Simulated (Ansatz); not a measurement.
Band table of Co (hcp type)

```
CELL_PARAMETERS angstrom
2.45686 0.00000 0.00000
-1.22843 2.12771 0.00000
0.00000 0.00000 3.97143
ATOMIC_POSITIONS crystal
Co 0.33333 0.66667 0.25000
Co 0.66667 0.33333 0.75000
```

The cell comes from a relaxation on PAW files under the same functional.

Level of theory: DFT with PBEsol, scalar-relativistic, in Ansatz 0.2.0; a Γ-centred 17×17×9 k mesh, Fermi–Dirac smearing of 0.1 eV, spin-polarised from start moments Co1 1.7, Co2 1.7 μB. LAPW: all electrons, basis error target 1 meV/atom.

Other magnetic orders may lie lower.

Path points, in fractions of the reciprocal vectors: Γ (0.000, 0.000, 0.000), M (0.500, 0.000, 0.000), K (0.333, 0.333, 0.000), A (0.000, 0.000, 0.500), L (0.500, 0.000, 0.500), H (0.333, 0.333, 0.500). Levels in eV from the Fermi level, spin up; bands 9 to 21, counted from the lowest band of the run. The gap is zero, the pressure -0.10 GPa.

```
# k(1/Å) point b9 b10 b11 b12 b13 b14 b15 b16 b17 b18 b19 b20 b21
0.000 Γ -9.33 -5.41 -2.66 -2.64 -2.64 -2.30 -2.30 -1.92 -1.92 -0.72 -0.72 -0.24 6.71
0.211 - -9.14 -5.29 -2.86 -2.55 -2.47 -2.34 -2.22 -2.03 -1.98 -1.51 -0.69 0.78 6.73
0.422 - -8.60 -4.99 -3.11 -2.65 -2.49 -2.29 -2.21 -2.13 -1.99 -1.92 -0.64 2.17 6.82
0.633 - -7.75 -4.65 -3.36 -3.34 -2.62 -2.32 -2.11 -1.89 -1.88 -1.64 -0.57 3.71 7.00
0.844 - -6.72 -4.55 -3.94 -3.38 -2.62 -2.51 -2.28 -1.43 -1.38 -1.24 -0.53 5.37 7.24
1.055 - -5.77 -4.69 -4.36 -3.20 -2.67 -2.44 -2.43 -0.99 -0.84 -0.65 -0.49 6.81 7.12
1.266 - -5.20 -4.86 -4.60 -2.86 -2.78 -2.54 -2.27 -0.69 -0.53 -0.48 0.43 4.89 8.87
1.477 M -5.00 -4.98 -4.69 -2.81 -2.66 -2.57 -2.20 -0.58 -0.47 -0.41 1.40 3.49 9.92
1.598 - -4.96 -4.94 -4.68 -2.83 -2.72 -2.58 -2.20 -0.57 -0.49 -0.45 1.49 3.55 10.01
1.720 - -4.86 -4.83 -4.65 -2.89 -2.86 -2.61 -2.18 -0.56 -0.55 -0.52 1.76 3.71 10.25
1.842 - -4.70 -4.67 -4.61 -3.11 -2.91 -2.65 -2.15 -0.68 -0.58 -0.57 2.18 3.95 10.65
1.964 - -4.57 -4.50 -4.49 -3.35 -2.96 -2.71 -2.09 -0.80 -0.63 -0.60 2.72 4.25 9.79
2.085 - -4.54 -4.32 -4.30 -3.58 -2.99 -2.78 -2.02 -0.89 -0.67 -0.66 3.36 4.60 8.19
2.207 - -4.52 -4.19 -4.14 -3.76 -2.98 -2.86 -1.95 -0.90 -0.74 -0.70 4.06 5.01 6.68
2.329 K -4.52 -4.11 -4.11 -3.82 -2.94 -2.94 -1.92 -0.83 -0.83 -0.70 4.61 5.50 5.50
2.573 - -4.51 -4.30 -4.06 -3.89 -3.03 -2.73 -2.03 -1.08 -0.68 -0.59 2.62 6.75 6.89
2.816 - -4.83 -4.40 -4.07 -4.04 -3.02 -2.47 -2.28 -1.36 -0.63 -0.59 0.80 7.95 8.75
3.060 - -5.97 -4.16 -4.11 -3.89 -2.87 -2.52 -2.22 -1.67 -0.98 -0.60 -0.42 6.53 7.71
3.303 - -7.27 -4.43 -3.59 -3.59 -2.60 -2.60 -2.03 -1.96 -1.59 -1.25 -0.60 4.49 7.17
3.547 - -8.37 -4.86 -3.22 -2.85 -2.50 -2.29 -2.22 -2.15 -1.89 -1.84 -0.63 2.63 6.87
3.790 - -9.08 -5.25 -2.90 -2.52 -2.44 -2.36 -2.19 -2.06 -2.03 -1.61 -0.69 0.98 6.74
4.034 Γ -9.33 -5.41 -2.66 -2.64 -2.64 -2.30 -2.30 -1.92 -1.92 -0.72 -0.72 -0.24 6.71
4.147 - -9.27 -5.42 -2.67 -2.66 -2.66 -2.31 -2.31 -1.88 -1.88 -0.72 -0.72 -0.46 7.02
4.260 - -9.11 -5.45 -2.72 -2.70 -2.70 -2.36 -2.36 -1.78 -1.78 -0.99 -0.73 -0.73 7.87
4.373 - -8.85 -5.54 -2.78 -2.74 -2.74 -2.42 -2.42 -1.65 -1.65 -1.64 -0.75 -0.75 9.07
4.486 - -8.49 -5.72 -2.87 -2.76 -2.76 -2.50 -2.50 -2.24 -1.49 -1.49 -0.79 -0.79 10.48
4.599 - -8.05 -6.04 -2.95 -2.77 -2.77 -2.68 -2.58 -2.58 -1.34 -1.34 -0.85 -0.85 12.04
4.712 - -7.55 -6.49 -3.01 -2.92 -2.75 -2.75 -2.65 -2.65 -1.19 -1.19 -0.94 -0.94 13.68
4.825 A -7.01 -7.01 -3.01 -3.01 -2.71 -2.71 -2.71 -2.71 -1.06 -1.06 -1.06 -1.06 15.39
5.036 - -6.85 -6.85 -3.14 -3.14 -2.69 -2.69 -2.64 -2.64 -1.06 -1.06 -0.98 -0.98 15.52
5.247 - -6.41 -6.41 -3.36 -3.36 -2.73 -2.73 -2.44 -2.44 -1.08 -1.08 -0.79 -0.79 15.87
5.458 - -5.82 -5.82 -3.53 -3.53 -2.77 -2.77 -2.16 -2.16 -1.08 -1.08 -0.50 -0.50 16.00
5.669 - -5.37 -5.37 -3.65 -3.65 -2.51 -2.51 -1.93 -1.93 -0.98 -0.98 -0.16 -0.16 13.43
5.880 - -5.22 -5.22 -3.77 -3.77 -1.82 -1.82 -1.81 -1.81 -0.77 -0.77 0.33 0.33 10.73
6.091 - -5.23 -5.23 -3.87 -3.87 -1.78 -1.78 -1.22 -1.22 -0.56 -0.56 1.07 1.07 8.55
6.301 L -5.24 -5.24 -3.91 -3.91 -1.78 -1.78 -1.02 -1.02 -0.48 -0.48 1.57 1.57 7.60
6.423 - -5.20 -5.20 -3.89 -3.89 -1.86 -1.86 -1.07 -1.07 -0.52 -0.52 1.77 1.77 7.62
6.545 - -5.09 -5.09 -3.83 -3.83 -2.08 -2.08 -1.22 -1.22 -0.58 -0.58 2.28 2.28 7.67
6.667 - -4.92 -4.92 -3.73 -3.73 -2.39 -2.39 -1.42 -1.42 -0.60 -0.60 2.96 2.96 7.75
6.789 - -4.70 -4.70 -3.64 -3.64 -2.71 -2.71 -1.62 -1.62 -0.61 -0.61 3.73 3.73 7.84
6.910 - -4.45 -4.45 -3.60 -3.60 -2.96 -2.96 -1.77 -1.77 -0.63 -0.63 4.56 4.56 7.91
7.032 - -4.20 -4.20 -3.72 -3.72 -3.04 -3.04 -1.86 -1.86 -0.65 -0.65 5.39 5.39 7.79
7.154 H -4.01 -4.01 -3.89 -3.89 -3.05 -3.05 -1.88 -1.88 -0.66 -0.66 5.87 5.87 7.54
7.398 - -4.37 -4.37 -3.59 -3.59 -3.04 -3.04 -1.89 -1.89 -0.60 -0.60 4.20 4.20 8.99
7.641 - -4.67 -4.67 -3.47 -3.47 -3.00 -3.00 -1.97 -1.97 -0.50 -0.50 2.05 2.05 11.25
7.885 - -4.96 -4.96 -3.48 -3.48 -3.06 -3.06 -1.95 -1.95 -0.61 -0.61 0.46 0.46 13.73
8.128 - -5.50 -5.50 -3.55 -3.55 -2.96 -2.96 -2.02 -2.02 -0.95 -0.95 -0.32 -0.32 16.29
8.372 - -6.23 -6.23 -3.42 -3.42 -2.79 -2.79 -2.34 -2.34 -1.08 -1.08 -0.70 -0.70 16.03
8.615 - -6.80 -6.80 -3.17 -3.17 -2.70 -2.70 -2.61 -2.61 -1.07 -1.07 -0.96 -0.96 15.56
8.859 A -7.01 -7.01 -3.01 -3.01 -2.71 -2.71 -2.71 -2.71 -1.06 -1.06 -1.06 -1.06 15.39
```
